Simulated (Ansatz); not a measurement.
Pb (β-Sn type, I4_1/amd) at seven volumes, the program Ansatz at the PBE level (PAW), shape and atoms relaxed at each. One row is withheld.

| V (Å³/atom) | P (GPa) |
|---|---|
| 30.291 | 4.39 |
| 31.290 | 2.66 |
| 32.288 | ? |
| 33.287 | 0.00 |
| 34.286 | -1.02 |
| 35.284 | -1.87 |
| 36.283 | -2.59 |

Task: Fit the shown pressures and predict the withheld one.

Result: P = (3/2)B₀(x^(7/2) − x^(5/2))[1 + (3/4)(B′ − 4)(x − 1)] with x = (V₀/V)^(2/3). Least squares on the six rows gives V₀ = 33.287 Å³/atom, B₀ = 37.0 GPa, B′ = 4.85. At V = 32.288, x = 1.0205 and P = 1.21 GPa. The run itself gave 1.21 GPa.

The cell is a constructed one: a structure type filled with these elements; neither database checked (COD, Materials Project) lists it. It is not the phase usual at ambient conditions (space group No. 225). The PBE relaxation kept the symmetry of its start; of distortions, only those at the zone centre were tested. Scalar-relativistic: spin–orbit coupling is off unless named, which matters more the heavier the elements.

Potentials: the later of the program's two PAW sets.
